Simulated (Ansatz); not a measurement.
# Convergence test, TiZn$_{3}$

All numbers below come from DFT PBEsol, scalar-relativistic, plane waves, PAW (Ansatz).

```
Ti Zn
1.0
     3.98824   -0.03413   -0.00870
    -0.03413    3.97942    0.00594
    -0.00870    0.00594    3.95394
Ti Zn
1 3
Direct
  0.99299 0.99210 0.99667
  0.99168 0.50305 0.50903
  0.48988 0.99441 0.50440
  0.49334 0.47676 0.00353
```

- Γ-centred k-mesh: 8×8×8
- occupation rule: Gaussian smearing, 0.1 eV
- spin treatment: unpolarised
- valence charge of the PAW sets: Ti 12, Zn 12

The atoms stay fixed while the plane-wave cutoff is varied. ΔE is the energy extrapolated to zero smearing, less that of the reference run (420 eV). The cell was strained and its atoms displaced at random, so that forces don't vanish. Pressure is positive in compression and holds a correction for the finite cutoff (Pulay stress).

Problem. One run gave ΔE = 8.03 meV/atom and P = -8.28 GPa. Which plane-wave cutoff did it use, of 200, 250, 300, 350?

Solution. 350 eV. All runs:

```tsv
cutoff (eV)	ΔE (meV/atom)	P (GPa)	largest change of a force component (eV/Å)	plane waves at Γ
200	6408	-4.59	0.163	409
250	1107	-3.93	0.084	571
300	118	-7.90	0.010	741
350	8.03	-8.28	0.002	931
420	0.00	-8.25	0.000	1227
```